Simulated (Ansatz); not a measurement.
# Cu3Te: what the smearing entropy tells about the Fermi level

Theory: DFT PBE, scalar-relativistic, plane waves, PAW in Ansatz 0.2.0.

```cif
data_structure
_symmetry_space_group_name_H-M 'P 1'
_symmetry_Int_Tables_number 1
_cell_length_a 3.9467
_cell_length_b 3.9467
_cell_length_c 3.9467
_cell_angle_alpha 90.000
_cell_angle_beta 90.000
_cell_angle_gamma 90.000
_cell_volume 61.47
loop_
_atom_site_label
_atom_site_type_symbol
_atom_site_fract_x
_atom_site_fract_y
_atom_site_fract_z
_atom_site_occupancy
Cu1 Cu 0.00000 0.50000 0.50000 1
Cu2 Cu 0.50000 0.00000 0.50000 1
Cu3 Cu 0.50000 0.50000 0.00000 1
Te1 Te 0.00000 0.00000 0.00000 1
```

```json
{
 "plane-wave cutoff": "420 eV",
 "Γ-centred k-mesh": "10×10×10",
 "spin treatment": "unpolarised"
}
```

The same metal under several smearings of width σ, on one mesh. F is the free energy, TS the smearing's entropy term for the cell of 4 atoms, and E = F + TS. Gaussian occupations are ½ erfc[(ε − μ)/σ], and N counts both spins. Spin–orbit coupling is left out, which shifts the bands of heavy elements.

```json
{"rule": "Fermi–Dirac", "σ (eV)": "0.2", "F − F(narrowest) (meV/atom)": "-17.378", "TS (meV/cell)": "135.694"}
{"rule": "Fermi–Dirac", "σ (eV)": "0.5", "F − F(narrowest) (meV/atom)": "-125.721", "TS (meV/cell)": "1224.705"}
{"rule": "Gaussian", "σ (eV)": "0.05", "F − F(narrowest) (meV/atom)": "0.000", "TS (meV/cell)": "1.491"}
{"rule": "Gaussian", "σ (eV)": "0.1", "F − F(narrowest) (meV/atom)": "-0.583", "TS (meV/cell)": "6.365"}
```

For a density of states N (both spins) that is flat over the smeared range, TS = Nσ²/2 (Gaussian) and (π²/3)Nσ² (Fermi–Dirac). What N does each run give?

| rule | σ (eV) | N (states/eV a cell) |
| --- | --- | --- |
| Fermi–Dirac | 0.2 | 1.03 |
| Fermi–Dirac | 0.5 | 1.49 |
| Gaussian | 0.05 | 1.19 |
| Gaussian | 0.1 | 1.27 |

Equal entropy needs σ_Gauss = π√(2/3) σ_FD = 2.57 σ_FD, so a Fermi–Dirac width acts like a Gaussian one 2.57 times as large. At moderate widths N lies between 1.19 and 1.27, nearly constant, so the density of states is smooth near the Fermi level and the mesh resolves it. At the narrowest widths only the few mesh levels within σ of μ count, so N can scatter there.

To second order F = E0 − TS/2 and E = E0 + TS/2. How well does E0 = (E + F)/2 undo the smearing?

```csv
rule,σ (eV),F − E0(narrowest) (meV/atom),(E + F)/2 − E0(narrowest) (meV/atom)
Fermi–Dirac,0.2,-17.56,-0.60
Fermi–Dirac,0.5,-125.91,27.18
Gaussian,0.05,-0.19,0.00
Gaussian,0.1,-0.77,0.03
```

At Gaussian 0.1 eV the free energy is off by -0.77 meV/atom and the mean by 0.03. What remains is of order σ⁴ plus the mesh error of the narrowest run, which is no exact reference. Forces and stress are derivatives of F, not of E0, so they keep the σ² error.